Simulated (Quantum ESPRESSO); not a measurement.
Band energies of InAs

```xyz
4
Lattice="4.2989 0.0000 0.0000 -2.1495 3.7230 0.0000 0.0000 0.0000 7.0614" Properties=species:S:1:pos:R:3 pbc="T T T"
As     2.1495     1.2410     6.1777
As     0.0000     2.4820     2.6470
In     2.1495     1.2410     3.5352
In     0.0000     2.4820     0.0045
```

PBEsol (pw.x of Quantum ESPRESSO, ONCV potentials, with spin-orbit coupling); path ΓMKΓALHA,LM,KH; energies in eV from the Fermi level.

```csv
k (1/Å),point,band 56,band 57,band 58,band 59,band 60,band 61,band 62,band 63
0.00,Γ,-0.03,0.03,0.03,0.52,0.52,3.37,3.37,3.76
0.48,,-0.72,1.64,1.67,1.80,1.87,3.72,3.78,4.16
0.84,M,-1.09,1.44,1.44,1.91,1.91,3.45,3.45,4.47
0.97,,-1.35,1.83,1.83,2.25,2.26,3.22,3.24,4.51
1.33,K,-2.35,2.35,2.35,3.79,3.99,4.00,4.00,5.43
1.55,,-1.90,2.67,2.67,3.21,3.28,3.75,3.81,4.44
1.98,,-0.47,1.55,1.56,2.08,2.09,3.15,3.21,4.03
2.31,Γ,-0.03,0.03,0.03,0.52,0.52,3.37,3.37,3.76
2.53,,-0.15,0.68,0.68,1.04,1.04,3.54,3.54,3.89
2.75,A,-0.54,1.07,1.07,1.07,1.07,4.12,4.12,4.12
2.96,,-0.87,1.87,1.87,1.88,1.88,3.64,3.64,3.70
3.49,,-1.78,1.28,1.28,1.28,1.28,3.04,3.04,3.04
3.59,L,-1.81,1.22,1.22,1.22,1.22,2.97,2.97,2.97
3.89,,-1.59,1.82,1.82,1.90,1.90,4.02,4.02,4.06
4.08,H,-1.52,1.92,1.92,1.99,1.99,4.35,4.35,4.45
4.37,,-1.74,2.12,2.12,2.20,2.20,4.12,4.12,4.16
4.76,,-1.11,2.25,2.25,2.32,2.32,3.36,3.36,3.49
5.06,A,-0.54,1.07,1.07,1.07,1.07,4.12,4.12,4.12
5.06,L,-1.81,1.22,1.22,1.22,1.22,2.97,2.97,2.97
5.14,,-1.57,1.01,1.01,1.47,1.47,3.04,3.04,3.17
5.50,M,-1.09,1.44,1.44,1.91,1.91,3.45,3.45,4.47
5.50,K,-2.35,2.35,2.35,3.79,3.99,4.00,4.00,5.43
5.95,H,-1.52,1.92,1.92,1.99,1.99,4.35,4.35,4.45
```

Along the path the PBEsol gap is only about 0.05 eV, below what this setup resolves reliably; no G0W0 run was built on it. Semilocal functionals shrink small gaps, and the order of the bands at the edge may be inverted.

Geometry relaxed with PBEsol.

This is not the ordinary phase of the substance; no match was found in the copy of COD used, and its stability was not checked.
